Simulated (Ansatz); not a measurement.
A crystal of cell content C4H8N4O4 at more than one level of theory

Plane-wave PAW calculations in Ansatz, scalar-relativistic unless spin-orbit coupling is named; Γ-centred meshes, relaxations with the symmetry kept. Pressure is positive in compression. No spin polarisation at the first level.

Plane waves to 420 eV, a k mesh through Γ of 6×4×4 on the computed 20-atom cell and Gaussian smearing (0.02 eV); no spin polarisation.

Structure relaxed with PBE+D3(BJ):

```cif
data_structure
_symmetry_space_group_name_H-M 'P2_1/c'
_symmetry_Int_Tables_number 14
_cell_length_a 3.5430
_cell_length_b 6.2031
_cell_length_c 9.0000
_cell_angle_alpha 90.000
_cell_angle_beta 113.023
_cell_angle_gamma 90.000
_cell_volume 182.04
loop_
_atom_site_label
_atom_site_type_symbol
_atom_site_symmetry_multiplicity
_atom_site_Wyckoff_symbol
_atom_site_fract_x
_atom_site_fract_y
_atom_site_fract_z
_atom_site_occupancy
H1 H 4 e 0.90366 0.17053 0.09896 1
H2 H 4 e 0.72177 0.38258 0.87146 1
C1 C 4 e 0.83013 0.21926 0.86043 1
N1 N 4 e 0.92773 0.10371 0.99583 1
O1 O 4 e 0.85688 0.15037 0.73474 1
```

Problem. What changes with r2SCAN (relaxed anew)?

Solution.
```
     level cell cutoff (eV) k mesh primitive cell V (Å³/atom) P (GPa; residual where relaxed) gap on mesh (eV)
PBE+D3(BJ) relaxed          420   6×4×4  a = 3.54 Å, b = 6.20 Å, c = 9.02 Å, α = 90.00°, β = 113.29°, γ = 90.00°          9.1                             0.00              3.54
    r2SCAN  relaxed          500   6×4×4  a = 3.51 Å, b = 6.24 Å, c = 8.98 Å, α = 90.00°, β = 112.69°, γ = 90.00°          9.1                             0.00              3.93
```

The start is a cell measured at 100 K (doi:10.1107/S2053273318005478), with 8.97 Å³ an atom; a static calculation leaves out thermal expansion, so the difference isn't the functional's error alone.

Cost: 2 runs of about 9.8 core-minutes in all, on Arm Neoverse V2 (shared hosts).